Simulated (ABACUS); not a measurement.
Input and output of a self-consistent single point for HgTe (F-43m, 2 atoms in the cell; from Materials Project mp-2730, changed as shown) (ABACUS).

All values come from this method and carry its errors: LDA (PW92), numerical atomic orbitals TZP (confined pseudo-atomic orbitals with Gaussian additions; energy shift 0.003 Ry), PseudoDojo 0.4 standard norm-conserving LDA (tails mended) pseudopotentials (ABACUS).

The change in words: volume scaled by 1.04. Reference geometry (F-43m):
```xyz
2
Lattice="0.0000 3.2584 3.2584 3.2584 0.0000 3.2584 3.2584 3.2584 0.0000" Properties=species:S:1:pos:R:3 pbc="T T T"
Hg     0.0000     0.0000     0.0000
Te     1.6292     1.6292     1.6292
```

Reference input (self-consistent single point, DFT, LDA (PW92), numerical atomic orbitals TZP (confined pseudo-atomic orbitals with Gaussian additions; energy shift 0.003 Ry), PseudoDojo 0.4 standard norm-conserving LDA (tails mended) pseudopotentials): basis = TZP numerical atomic orbitals, energy shift 0.003 Ry; KPT = Gamma 12 12 12 0 0 0; basis_type = lcao; dft_functional = PWLDA; ecutwfc = 100 Ry; smearing_method = mp; smearing_sigma = 0.00734986 Ry; potentials = PseudoDojo 0.4 standard norm-conserving LDA (tails mended); symmetry = 1; ks_solver = genelpa; scf_nmax = 100; scf_thr = 1.0e-07. This run's input differs from it in these lines:

```diff
@@ -33,5 +33,5 @@
 LATTICE_VECTORS
-   0.0000000000    3.2584010000    3.2584010000
-   3.2584010000    0.0000000000    3.2584010000
-   3.2584010000    3.2584010000    0.0000000000
+   0.0000000000    3.3012780000    3.3012780000
+   3.3012780000    0.0000000000    3.3012780000
+   3.3012780000    3.3012780000    0.0000000000
```

Log, with long lists cut:

```
 SELF-CONSISTENT
 -------------------------------------------

                  longest orb rcut (Bohr) = 7.4
   longest nonlocal projector rcut (Bohr) = 2.3
                     search radius (Bohr) = 19.4

                          real space grid = [ 60, 60, 60 ]
                                 init_chg = atomic

 LCAO ALGORITHM --------------- ION=   1  ELEC=   1--------------------------------

 Density error is 0.0234754702599
 E_KohnSham     -542.5400351974      -7381.6358718058
 E_Fermi        0.5525541969         7.5178855319

 LCAO ALGORITHM --------------- ION=   1  ELEC=   2--------------------------------

   [... lines left out ...]

   [... 5 blocks of this kind left out ...]

 LCAO ALGORITHM --------------- ION=   1  ELEC=   8--------------------------------

 Density error is 2.32973759234e-07
 E_KohnSham     -542.5581150151      -7381.8818603453
 E_Fermi        0.5546117193         7.5458795601

 LCAO ALGORITHM --------------- ION=   1  ELEC=   9--------------------------------

 Density error is 1.12028993354e-08
 E_KohnSham     -542.5581150152      -7381.8818603455
 E_KS(sigma->0) -542.5581174454      -7381.8818934104
 E_entropy(-TS) 0.0000072907         0.0000991945
 E_Fermi        0.5546117631         7.5458801561
 charge density convergence is achieved
 final etot is -7381.8818603 eV
 EFERMI = 7.5458801561 eV

 STATE ENERGY(eV) AND OCCUPATIONS    NSPIN == 1
   [... 25 lines left out ...]

 TOTAL-FORCE (eV/Angstrom)
                       Hg1         0.0000000000         0.0000000000         0.0000000000
                       Te1         0.0000000000         0.0000000000         0.0000000000

 TOTAL-STRESS (KBAR)
       -28.5519649947         0.0000000000         0.0000000000
         0.0000000000       -28.5519649947        -0.0000000000
         0.0000000000         0.0000000000       -28.5519649947
 TOTAL-PRESSURE: -28.551965 KBAR

 --------------------------------------------
 !FINAL_ETOT_IS -7381.8818603455274570 eV
 --------------------------------------------
```

The run converged in 9 iterations. Against the reference run the free energy goes up by 18.7 meV/atom and the pressure goes from -1.43 to -2.86 GPa.

The atom-centred basis is finite, which shifts total energies and pressures against plane waves. The structure comes from a collection of computed structures, made at another level of theory; the collection holds predicted forms beside known ones. Its lattice was then scaled.

Cost on one core: very roughly 13 core-seconds.

The atomic orbitals were generated for these runs; they are not ABACUS's published sets and were checked against plane waves on a few crystals only.

“Tails mended”: in these copies of the files the far tail of each local potential was reset to the Coulomb form.
